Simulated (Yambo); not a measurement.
Li3As (space group P6_3/mmc, No. 194), G0W0@LDA in Yambo; all else as in the reference (3×3×2 Γ-centred k mesh, bands 7 to 234 and a 8 Ry block in the screening, 234 bands in G with the Bruneval-Gonze terminator, plasmon pole fitted at 27.2 eV). One parameter is varied: the cutoff of the exchange sum, over 5, 10, 20, 40, 80 Ry.

### Question
From which value on does the gap Γ → K stay within 0.05 eV of the largest setting?

### Answer
From 40 Ry on.
```tsv
cutoff of the exchange sum (Ry)	G0W0 gap (eV)	valence shift (eV)
5	1.19	-0.24
10	1.54	-0.64
20	1.71	-0.84
40	1.78	-0.91
80	1.78	-0.92
```
The last step of the sweep still moves the gap by 0 meV; the other settings are held fixed.

The standard potential for As keeps a d shell in the valence without the s and p states of that shell. In tests on such compounds this moved G0W0 gaps by up to about 0.9 eV, so absolute quasiparticle energies here are unreliable; differences between settings are what counts.

Spin-orbit coupling is not included.

Geometry of the Materials Project entry, not relaxed at this level; primitive cell a = 4.341 Å, b = 4.341 Å, c = 7.746 Å, α = 90.00°, β = 90.00°, γ = 120.00°.

A shift is the quasiparticle energy of the state minus its LDA energy.
